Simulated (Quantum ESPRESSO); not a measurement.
## Mo2Li4AuTi (input and log of a self-consistent run)

A calculation, not a measurement. The program is pw.x of Quantum ESPRESSO 7.5 (plane-wave density functional theory). The cell is made up: eight metal atoms on a face-centred cubic lattice, with elements, volume, strain and displacements drawn at random and not relaxed, so it may be unstable or far from any real phase. PseudoDojo standard norm-conserving files set the functional (PBE unless stated); there is no spin polarisation or spin-orbit coupling, the Fermi-Dirac width of 0.25 eV means electrons at about 2900 K, and the masses in the input are unused placeholders. Heavy elements are run without spin-orbit coupling, which real alloys of them have. A spin test at this wide smearing found no moment, but such smearing suppresses magnetism that the real alloy may have.

Input:

```
&control calculation='scf', pseudo_dir='./dojo.nc.sr.pbe.v0_5.standard.upf', outdir='./o', disk_io='medium', tprnfor=.true., tstress=.true. /
&system ibrav=0, nat=8, ntyp=4, nbnd=48, ecutwfc=84.00895049, nosym=.true., tot_charge=0,
 occupations='smearing', smearing='fd', degauss=0.0183746611
/
&electrons conv_thr=1.470e-08, electron_maxstep=70, mixing_beta=0.5 /
ATOMIC_SPECIES
Au 1.0 Au.upf
Li 1.0 Li.upf
Mo 1.0 Mo.upf
Ti 1.0 Ti.upf
CELL_PARAMETERS angstrom
0.0 4.1846 0.0
-4.1846 0.0 -4.1846
-4.1846 0.0 4.1846
ATOMIC_POSITIONS angstrom
Mo 0.0836 0.0127 -0.08
Li -2.1361 0.0755 2.2847
Li -2.178 0.0286 -1.9393
Li -4.0483 -0.0893 -0.0012
Au -2.1462 2.079 0.0907
Ti -4.1383 2.1073 2.1165
Li -4.2294 2.023 -2.1124
Mo -6.3959 2.1645 -0.015
K_POINTS automatic
6 4 4 1 1 1
```

The log is shortened where brackets say so; the opening notice, blank lines, dates and the lines on written files are dropped, and the path of the files is cut. It prints rydbergs, bohrs and kilobars, and counts compression as positive stress. Its total energy is the free energy E - TS of the whole cell.

```
     Program PWSCF v.7.5
     Parallel version (MPI & OpenMP), running on       1 processor cores
     Number of MPI processes:                 1
     Threads/MPI process:                     1
     [start-up lines left out]
     bravais-lattice index     =            0
     lattice parameter (alat)  =       7.9077  a.u.
     unit-cell volume          =     988.9821 (a.u.)^3
     number of atoms/cell      =            8
     number of atomic types    =            4
     number of electrons       =        71.00
     number of Kohn-Sham states=           48
     kinetic-energy cutoff     =      84.0090  Ry
     charge density cutoff     =     336.0358  Ry
     scf convergence threshold =      1.5E-08
     mixing beta               =       0.5000
     number of iterations used =            8  plain     mixing
     Exchange-correlation= PBE
                           (   1   4   3   4   0   0   0)
     [axes and pseudopotential details left out]
   Cartesian axes
     site n.     atom                  positions (alat units)
         1        Mo     tau(   1) = (   0.0199780   0.0030349  -0.0191177  )
         2        Li     tau(   2) = (  -0.5104670   0.0180423   0.5459781  )
         3        Li     tau(   3) = (  -0.5204799   0.0068346  -0.4634374  )
         4        Li     tau(   4) = (  -0.9674282  -0.0213402  -0.0002868  )
         5        Au     tau(   5) = (  -0.5128806   0.4968217   0.0216747  )
         6        Ti     tau(   6) = (  -0.9889356   0.5035846   0.5057831  )
         7        Li     tau(   7) = (  -1.0107059   0.4834393  -0.5048033  )
         8        Mo     tau(   8) = (  -1.5284376   0.5172537  -0.0035846  )
     number of k points=    48  Fermi-Dirac smearing, width (Ry)=  0.0184
                       cart. coord. in units 2pi/alat
        k(    1) = (  -0.1250000   0.0833333   0.0000000), wk =   0.0416667
        k(    2) = (  -0.2500000   0.0833333   0.1250000), wk =   0.0416667
     [further k points left out]
     Dense  grid:   102883 G-vectors     FFT dimensions: (  48,  72,  72)
     Estimated max dynamical RAM per process >     149.65 MB
     Initial potential from superposition of free atoms
     starting charge      70.9772, renormalised to      71.0000
     Starting wfcs are   48 randomized atomic wfcs
     total cpu time spent up to now is       18.2 secs
     per-process dynamical memory:   105.6 Mb
     Self-consistent Calculation
     iteration #  1     ecut=    84.01 Ry     beta= 0.50
     Davidson diagonalization with overlap
     ethr =  1.00E-02,  avg # of iterations =  5.4
     total cpu time spent up to now is       67.1 secs
     total energy              =    -752.96491186 Ry
     estimated scf accuracy    <       1.55512310 Ry
     iteration #  2     ecut=    84.01 Ry     beta= 0.50
     Davidson diagonalization with overlap
     ethr =  2.19E-03,  avg # of iterations =  2.8
     total cpu time spent up to now is      105.2 secs
     total energy              =    -752.88983114 Ry
     estimated scf accuracy    <       8.12465777 Ry
     iteration #  3     ecut=    84.01 Ry     beta= 0.50
     Davidson diagonalization with overlap
     ethr =  2.19E-03,  avg # of iterations =  3.1
     total cpu time spent up to now is      148.0 secs
     total energy              =    -753.51282081 Ry
     estimated scf accuracy    <       1.91950120 Ry
     iteration #  4     ecut=    84.01 Ry     beta= 0.50
     Davidson diagonalization with overlap
     ethr =  2.19E-03,  avg # of iterations =  1.9
     total cpu time spent up to now is      189.4 secs
     total energy              =    -753.60738857 Ry
     estimated scf accuracy    <       1.38555223 Ry
     iteration #  5     ecut=    84.01 Ry     beta= 0.50
     Davidson diagonalization with overlap
     ethr =  1.95E-03,  avg # of iterations =  1.0
     total cpu time spent up to now is      223.0 secs
     total energy              =    -753.70613636 Ry
     estimated scf accuracy    <       0.10420724 Ry
     [iterations 6 to 9 left out]
     iteration # 10     ecut=    84.01 Ry     beta= 0.50
     Davidson diagonalization with overlap
     ethr =  1.01E-07,  avg # of iterations =  2.9
     total cpu time spent up to now is      446.1 secs
     total energy              =    -753.71883273 Ry
     estimated scf accuracy    <       0.00005445 Ry
     iteration # 11     ecut=    84.01 Ry     beta= 0.50
     Davidson diagonalization with overlap
     ethr =  7.67E-08,  avg # of iterations =  1.0
     total cpu time spent up to now is      481.6 secs
     total energy              =    -753.71883545 Ry
     estimated scf accuracy    <       0.00000122 Ry
     iteration # 12     ecut=    84.01 Ry     beta= 0.50
     Davidson diagonalization with overlap
     ethr =  1.73E-09,  avg # of iterations =  2.6
     total cpu time spent up to now is      534.6 secs
     total energy              =    -753.71883565 Ry
     estimated scf accuracy    <       0.00000009 Ry
     iteration # 13     ecut=    84.01 Ry     beta= 0.50
     Davidson diagonalization with overlap
     ethr =  1.21E-10,  avg # of iterations =  2.6
     total cpu time spent up to now is      579.6 secs
     total energy              =    -753.71883566 Ry
     estimated scf accuracy    <       0.00000002 Ry
     iteration # 14     ecut=    84.01 Ry     beta= 0.50
     Davidson diagonalization with overlap
     ethr =  2.86E-11,  avg # of iterations =  2.1
     total cpu time spent up to now is      627.7 secs
     End of self-consistent calculation
     [lines on levels left out]
!    total energy              =    -753.71883566 Ry
     estimated scf accuracy    <          2.8E-09 Ry
     smearing contrib. (-TS)   =      -0.10944477 Ry
     internal energy E=F+TS    =    -753.60939089 Ry
     The total energy is F=E-TS. E is the sum of the following terms:
     one-electron contribution =    -402.06035234 Ry
     hartree contribution      =     209.41389932 Ry
     xc contribution           =    -123.67243753 Ry
     ewald contribution        =    -437.29050034 Ry
     convergence has been achieved in  14 iterations
     Forces acting on atoms (cartesian axes, Ry/au):
     atom    1 type  3   force =     0.04868436   -0.00704338   -0.01202881
     atom    2 type  2   force =     0.01388541   -0.00556879   -0.02514499
     atom    3 type  2   force =     0.00320578   -0.00182378   -0.00699598
     atom    4 type  2   force =    -0.00284095    0.00802481    0.00307453
     atom    5 type  1   force =     0.00985932   -0.00007434    0.00109775
     atom    6 type  4   force =     0.00442440    0.00078693    0.04173529
     atom    7 type  2   force =     0.00199629    0.00738062   -0.00039004
     atom    8 type  3   force =    -0.07921459   -0.00168206   -0.00134775
     Total force =     0.108460     Total SCF correction =     0.000225
     Computing stress (Cartesian axis) and pressure
          total   stress  (Ry/bohr**3)                   (kbar)     P=      -92.41
  -0.00067001   0.00000777  -0.00013194          -98.56        1.14      -19.41
   0.00000777  -0.00079333  -0.00001060            1.14     -116.70       -1.56
  -0.00013194  -0.00001060  -0.00042123          -19.41       -1.56      -61.97
     init_run     :     16.58s CPU     18.08s WALL (       1 calls)
     electrons    :    578.22s CPU    609.50s WALL (       1 calls)
     forces       :      6.84s CPU      6.93s WALL (       1 calls)
     stress       :     26.69s CPU     26.91s WALL (       1 calls)
     [timing details left out]
     PWSCF        :  10m28.64s CPU  11m 3.07s WALL
     JOB DONE.
```

In other units: free energy -10254.867 eV for the cell, pressure -9.24 GPa, largest force component 2.037 eV/Å in size. The run took 664 s of wall time with one process on a shared machine (AMD EPYC, Zen 5, virtual cores), so the time is rough. A rerun of this cell at a higher cutoff and on a denser mesh moved values by no more than 0.002 eV in energy, 0.02 GPa in stress and 0.006 eV/Å in force, and a second program with other atomic files agreed on that cell to 2 % rms in force and 0.5 GPa in pressure.